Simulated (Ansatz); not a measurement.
Input and command of a plane-wave DFT calculation in Ansatz:

```yaml
crystal:
  lattice:
    - [3.1051543204, 0.0, 0.0]
    - [0.0, 3.1051543204, 0.0]
    - [0.0, 0.0, 3.1051543204]
  atoms:
    - { symbol: Sn, position: [0.5, 0.5, 0.5] }
    - { symbol: O, position: [0.0, 0.0, 0.0] }
basis:
  ecutwfc: 500
kpoints:
  mp_grid: { grid: [6, 6, 6] }
hamiltonian:
  xc: r2scan
scf:
  occupations: { method: gaussian, width: 0.1 }
  lower_state_search: "off"
output:
  forces: true
  stress: true
  eigenvalues: true
relax:
  adjacent_minimum: "off"
  f_tol: 0.04
  max_steps: 70
  cell: { stress_tol: 0.4 }
```

```bash
ansatz run input.yaml --threads 1 --pin off --max-ram 2560MiB --backend cpu --events-out ev --progress --plain --runs-dir out
```

Processor: Intel(R) Xeon(R) Platinum 8259CL CPU @ 2.50GHz (Skylake/Cascade Lake), 1 thread, on a host shared with other jobs.

Task: How long does it run, and how much memory does it take?

Result: About 7.1 s on 1 thread of Intel(R) Xeon(R) Platinum 8259CL CPU @ 2.50GHz (Skylake/Cascade Lake), with other jobs on the host, peak memory 0.41 GiB. It solves 14 bands at 20 k points (the mesh reduced by the symmetry that the task leaves, which can be less than the crystal's) with about 751 plane waves (on the last cell), in 11 SCF iterations over 2 ionic steps.
